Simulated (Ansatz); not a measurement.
The relaxed structure here is a generated cell of WSe2: the first start was made by a random draw of sites in a space group, and the end was not matched to a known phase here, so it may be hypothetical. Known forms of WSe2 include space group No. 194.

One starting cell of WSe2 (a randomly generated symmetric cell of WSe2 (space group No. 137)) was relaxed twice with Ansatz (plane waves, PAW, scalar-relativistic): with r2SCAN at 500 eV and with PBE at 420 eV. The r2SCAN result:

```cif
data_Se4W2
_chemical_formula_sum 'Se4 W2'
_space_group_name_H-M_alt 'P42/nmc :1'
_space_group_IT_number 137
_space_group_name_Hall 'P 4n 2n -1n'
_cell_length_a 4.42479
_cell_length_b 4.42479
_cell_length_c 6.28896
_cell_angle_alpha 90.000
_cell_angle_beta 90.000
_cell_angle_gamma 90.000
loop_
_space_group_symop_operation_xyz
  'x, y, z'
  '-y+1/2, x+1/2, z+1/2'
  '-x, -y, z'
  'y+1/2, -x+1/2, z+1/2'
  'x+1/2, -y+1/2, -z+1/2'
  '-y, -x, -z'
  '-x+1/2, y+1/2, -z+1/2'
  'y, x, -z'
  '-x+1/2, -y+1/2, -z+1/2'
  'y, -x, -z'
  'x+1/2, y+1/2, -z+1/2'
  '-y, x, -z'
  '-x, y, z'
  'y+1/2, x+1/2, z+1/2'
  'x, -y, z'
  '-y+1/2, -x+1/2, z+1/2'
loop_
_atom_site_label
_atom_site_type_symbol
_atom_site_symmetry_multiplicity
_atom_site_Wyckoff_symbol
_atom_site_fract_x
_atom_site_fract_y
_atom_site_fract_z
_atom_site_occupancy
Se1 Se 4 d 0.50000 0.00000 0.22972 1
W1 W 2 b 0.00000 0.00000 0.50000 1
```

| quantity | r2SCAN | PBE |
|---|---|---|
| space group | P4₂/nmc | P4₂/nmc |
| volume (Å³/atom) | 20.52 | ___ |
| a (Å) | 4.425 | ___ |
| c (Å) | 6.289 | ___ |
| gap (eV, no spin-orbit coupling) | 0.00 | ___ |
| spin order | ferromagnetic | ___ |
| net moment (μB/atom) | 0.63 | ___ |

Task: Fill in the PBE column.

Result: 
- volume (Å³/atom), PBE: 20.50
- a (Å), PBE: 4.422
- c (Å), PBE: 6.290
- gap (eV, no spin-orbit coupling), PBE: 0.00
- spin order, PBE: ferromagnetic
- net moment (μB/atom), PBE: 0.57

Both levels end in the same structure; PBE's volume is within 0.5 % of r2SCAN's. Neither column is exact.

Spin states reached: ferromagnetic; spin orders were not searched systematically.

The run could not lose the symmetry of its start, so the end can be a saddle point.

Ansatz is a first-principles code.
